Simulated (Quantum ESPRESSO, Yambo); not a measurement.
For BeS (zinc blende, space group F-43m, No. 216), Yambo gives the independent-particle static dielectric constant along x as 5.96 on LDA bands and 4.89 after a scissor of 2.08 eV widens every gap (18×18×18 mesh, 19 bands, 4 Ry local-field block, 0.2 eV broadening).

Question: A scissor keeps the position matrix elements. In a one-oscillator model, how does ε − 1 scale, and what mean transition energy do the two values imply?

Answer: Each transition adds |r|²/E to ε − 1, so ε − 1 ∝ 1/(E0 + Δ). Then (4.89 − 1)/(5.96 − 1) = E0/(E0 + Δ) = 0.784, and E0 = Δ(ε' − 1)/(ε − ε') = 7.6 eV. The computed Im ε, weighted by 1/E up to 20 eV, has its mean at 7.7 eV; the smallest direct LDA gap is 5.50 eV. The scissor comes from a G0W0 run whose convergence isn't established. Convergence of the RPA response with its 18×18×18 mesh was not tested.

Bands from Quantum ESPRESSO.

Geometry relaxed with LDA; primitive cell a = 3.391 Å, b = 3.391 Å, c = 3.391 Å, α = 60.00°, β = 60.00°, γ = 60.00°.
